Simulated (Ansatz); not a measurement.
Bi₂Se₃, DFT, PBEsol, all-electron LAPW, scalar-relativistic (Ansatz 0.2.0), run on 2 threads of Arm Neoverse V2 on a shared host.

The cell is COD entry 9011965, as deposited and not checked against the literature; nothing was relaxed. The listed cell was then made from it by scaling, straining or moving an atom.

Command: `ansatz run input.yaml --threads 2 --pin off --max-ram 8192MiB --backend cpu --events-out ev --progress --plain --runs-dir out`

```yaml
crystal:
  lattice:
    - [2.057596198, 1.1879537188, 9.4812654522]
    - [-2.057596198, 1.1879537188, 9.4812654522]
    - [0.0, -2.3759074377, 9.4812654522]
  atoms:
    - { symbol: Bi, position: [0.4008, 0.4008, 0.4008] }
    - { symbol: Bi, position: [0.5992, 0.5992, 0.5992] }
    - { symbol: Se, position: [0.0, 0.0, 0.0] }
    - { symbol: Se, position: [0.2117, 0.2117, 0.2117] }
    - { symbol: Se, position: [0.7883, 0.7883, 0.7883] }
kpoints:
  mp_grid: { grid: [6, 6, 6] }
  band_path:
    path:
      - [0.0, 0.0, 0.0]
      - [0.5, 0.5, 0.5]
      - [0.8228674673, 0.1771325327, 0.5]
      - [0.5, -0.1771325327, 0.1771325327]
      - [0.5, 0.0, 0.0]
      - [0.0, 0.0, 0.0]
      - [0.3385662664, -0.3385662664, 0.0]
      - [0.6614337336, 0.0, 0.3385662664]
      - [0.5, 0.0, 0.5]
    npoints: 5
scf:
  occupations: { method: fermi_dirac, width: 0.03 }
hamiltonian:
  xc: pbesol
  pseudopotentials: { kind: all_electron, lapw: { basis_error: 0.0005 } }
output:
  forces: true
  stress: true
  eigenvalues: true
```

How large is the problem that the program sets up?

32 irreducible k-points, 1255 plane waves at Γ, 88 bands.

Estimate the wall time and the peak memory.

84 s of wall time for 12 SCF iterations, with a peak of 0.81 GiB. Times on shared machines scatter by tens of per cent.
